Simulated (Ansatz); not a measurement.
CuI (zinc blende)

```
CELL_PARAMETERS angstrom
      0.00000     3.03967     3.03967
      3.03967     0.00000     3.03967
      3.03967     3.03967     0.00000
ATOMIC_POSITIONS crystal
  I  0.75000 0.75000 0.75000
  Cu 0.00000 0.00000 0.00000
```

The slice is a {100} plane (indices of the conventional cell) through the point (0.750, 0.750, 0.750) (fractional), spanned by u = [100] and v = [0 1 -1] in vectors of this cell: u (4.30 Å) and v (4.30 Å, at 90° to u). It covers one period; positions are fractions (u, v).

Calculation: PBE (plane waves to 420 eV, PAW, scalar-relativistic; Ansatz, a program for electronic structure). k mesh 9×9×9. Near the nuclei the fields are pseudised (PAW); where an atom keeps semicore shells as valence, they peak there. CuI is run without spin polarisation. CuI was relaxed with its symmetry unable to fall. Spin-orbit coupling is left out, though I is heavy.

Question: Sketch the electrostatic potential energy of an electron, from the cell's mean on this plane as a map.

Answer: 
```
|xxxxxxx  =*##%%%##*=  xxxxxx|
|xxxxxxx .=*#%%%%%#*=. xxxxxx|
|xxxxxx  :+##%%%%%##+:  xxxxx|
|xxxxxx  =*#%%%%%%%#*=  xxxxx|
|xxxxx  :+#%%%%%%%%%#+:  xxxx|
|xxx   :+*#%%@@@@@%%#*+:   xx|
|     :+*#%%@@@@@@@%%#*+:    |
|  .:=+*#%%@@@@@@@@@%%#*+=:. |
|===+*##%%@@@@@@@@@@@%%##*+==|
|***##%%%@@@@@@@@@@@@@%%%##**|
|####%%%@@@@@@@@@@@@@@@%%%###|
|##%%%%@@@@@@@@@@@@@@@@@%%%%#|
|%%%%%%@@@@@@@@@@@@@@@@@%%%%%|
|%%%%%%@@@@@@@@@@@@@@@@@%%%%%|
|%%%%%%@@@@@@@@@@@@@@@@@%%%%%|
|##%%%%@@@@@@@@@@@@@@@@@%%%%#|
|####%%%@@@@@@@@@@@@@@@%%%###|
|***##%%%@@@@@@@@@@@@@%%%##**|
|===+*##%%@@@@@@@@@@@%%##*+==|
|  .:=+*#%%@@@@@@@@@%%#*+=:. |
|     :+*#%%@@@@@@@%%#*+:    |
|xxx   :+*#%%@@@@@%%#*+:   xx|
|xxxxx  :+#%%%%%%%%%#+:  xxxx|
|xxxxxx  =*#%%%%%%%#*=  xxxxx|
|xxxxxx  :+##%%%%%##+:  xxxxx|
|xxxxxxx .=*#%%%%%#*=. xxxxxx|
|xxxxxxx  =*##%%%##*=  xxxxxx|
|xxxxxxx  =*##%%%##*=  xxxxxx|
```
Scale: ten equal steps from -2.00 (start of ' ') to 6.11 (end of '@'), in the order ' .:-=+*#%@'. Values: electrostatic potential energy of an electron, from the cell's mean, in eV. The map has 28 points along u (one character each, u = 0 at the left) and 28 along v (v = 0 in the bottom row). Points within 1 Å of a nucleus are blanked (x), as the pseudised field means little there. Values under -2 eV are set to -2. The zero, the cell's mean, hangs on the PAW cores.
